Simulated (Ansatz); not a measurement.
RbCl:
```xyz
2
Lattice="0.0000 3.3495 3.3495 3.3495 0.0000 3.3495 3.3495 3.3495 0.0000" Properties=species:S:1:pos:R:3 pbc="T T T"
Rb     0.0000     0.0000     0.0000
Cl     3.3495     3.3495     3.3495
```

Relaxed with PBE.

Problem. Decompose the optical modes at the zone centre into irreducible representations, and say which are infrared and Raman allowed.

Solution. Point group m-3m: Γ_opt = T1u. Infrared: T1u. Raman: none.

Problem. Assign frequencies (DFPT, PBE (plane waves, PAW; program Ansatz); without the LO–TO term).

Solution. T1u 102 cm⁻¹.

Space group Fm-3m (rock salt). Symmetry was held in the PBE relaxation; phonons on a q-mesh show no instability.

Potentials: the later of the program's two PAW sets.
